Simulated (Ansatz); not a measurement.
## KTaO₃: stiffness from a series of strains

```yaml
crystal:
  lattice:
    - [3.98830, 0.00000, 0.00000]
    - [0.00000, 3.98830, 0.00000]
    - [0.00000, 0.00000, 3.98830]
  atoms:
    - { symbol: K, position: [0.50000, 0.50000, 0.50000] }
    - { symbol: Ta, position: [0.00000, 0.00000, 0.00000] }
    - { symbol: O, position: [0.50000, 0.00000, 0.00000] }
    - { symbol: O, position: [0.00000, 0.50000, 0.00000] }
    - { symbol: O, position: [0.00000, 0.00000, 0.50000] }
```

Atoms are numbered in the order listed.

The geometry is COD entry 2102087, unchecked; take it as a test cell.

Spin–orbit coupling is left out, though it moves levels of the heavy atoms by tenths of an eV or more.

Level of theory: DFT, LDA, all-electron LAPW, scalar-relativistic (Ansatz 0.2.0).

Sampling and basis: a Γ-centred 5×5×5 k mesh, Fermi–Dirac smearing of 0.01 eV, basis error target 0.5 meV/atom, no spin polarisation.

The strain is applied along the Cartesian axes of the cell as listed (the other components stay zero). Fractional coordinates are held (clamped ions).

σ is the change of stress from the unstrained cell, which is at -5.53 GPa; tension is positive, so slopes are stress–strain coefficients at that pressure.

Only quantities that a quadratic follows smoothly over the whole series are listed; rougher ones are left out.

```
    εzz  σzz (GPa)  σxx (GPa)
-0.0300     -15.39      -2.28
-0.0200      -9.70      -1.48
 0.0000       0.00       0.00
 0.0100       4.11       0.68
 0.0200       7.78       1.34
 0.0300      11.05       1.95
```

Task: Fit the series and read off the stiffness at zero strain.

Result: Least-squares fits y = p0 + p1 x + p2 x² to the rows give σzz (GPa): p1 = 439, p2 = -2400; σxx (GPa): p1 = 70.5, p2 = -180. So C11 = 439 GPa and C12 = 70 GPa, which gives B = (C11 + 2 C12)/3 = 193 GPa.

Task: One run, at εzz = -0.0100, is withheld. Predict its row.

Result: The fits give -4.65, -0.72; the run gave -4.59, -0.72.
